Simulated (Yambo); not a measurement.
A BSE run in Yambo for RbBH₄ (space group F-43m, No. 216) (LDA bands; 8×8×8 mesh, 4 valence and 7 conduction bands, static screening with 37 bands and a 3 Ry block, scissor 3.29 eV, Tamm-Dancoff; field along x) gives:

| state | energy (eV) | states within 2 meV | relative strength | class |
|---|---|---|---|---|
| 1 | 7.73 | 3 | < 0.01 | dark |
| 2 | 7.85 | 3 | 1.00 | strong |
| 3 | 8.16 | 2 | < 0.01 | dark |
| 4 | 8.19 | 3 | 0.06 | strong |
| 5 | 8.39 | 1 | < 0.01 | dark |

Question: What changes when the screening block is changed to 1 Ry?

Answer: The lowest state goes from 7.734 eV to 7.812 eV, and its distance below the direct gap from 1.302 eV to 1.224 eV. These are vertical excitations (zero momentum); the indirect quasiparticle gap, about 8.91 eV, is smaller than the direct one (9.04 eV on the GW mesh). The scissor comes from a G0W0 run whose convergence isn't established.

Geometry of the Materials Project entry, not relaxed at this level; primitive cell a = 4.8836 Å, b = 4.8836 Å, c = 4.8836 Å, α = 60.00°, β = 60.00°, γ = 60.00°.

The structure is a Materials Project entry; no match was found in the copy of COD used, and its stability was not checked.
